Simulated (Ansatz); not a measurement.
Input:

KRb₂BiF₆:
```cif
data_BiF6KRb2
_chemical_formula_sum 'K1 Rb2 Bi1 F6'
_space_group_name_H-M_alt 'P 1'
_space_group_IT_number 1
_cell_length_a 6.55049
_cell_length_b 6.55049
_cell_length_c 6.55049
_cell_angle_alpha 60.000
_cell_angle_beta 60.000
_cell_angle_gamma 60.000
loop_
_space_group_symop_operation_xyz
  'x, y, z'
loop_
_atom_site_label
_atom_site_type_symbol
_atom_site_fract_x
_atom_site_fract_y
_atom_site_fract_z
_atom_site_occupancy
K1 K 0.50000 0.50000 0.50000 1
Rb1 Rb 0.75000 0.75000 0.75000 1
Rb2 Rb 0.25000 0.25000 0.25000 1
Bi1 Bi 0.00000 0.00000 0.00000 1
F1 F 0.23929 0.76071 0.76071 1
F2 F 0.76071 0.23929 0.23929 1
F3 F 0.76071 0.23929 0.76071 1
F4 F 0.23929 0.76071 0.23929 1
F5 F 0.76071 0.76071 0.23929 1
F6 F 0.23929 0.23929 0.76071 1
```

This is the LDA-relaxed structure.

### Question
All from DFT-LDA in the program Ansatz with PAW potentials, unless another level is named. Predict the bulk modulus (Birch–Murnaghan fit).

### Answer
39.6 GPa.

### Question
Give the highest zone-centre frequency (without LO–TO term).

### Answer
501 cm⁻¹.

Space group Fm-3m. The first step of the workflow began from a Materials Project structure, measured or hypothetical; the Crystallography Open Database files this formula in space group No. 225, but the cells were not matched. Whether it is the stable phase at ambient conditions was not checked. The cell was relaxed with LDA under the symmetry of its start. At this level the phase is dynamically unstable (imaginary phonons). Spin–orbit coupling is left out wherever it is not named.

Potentials: the later of the program's two PAW sets.
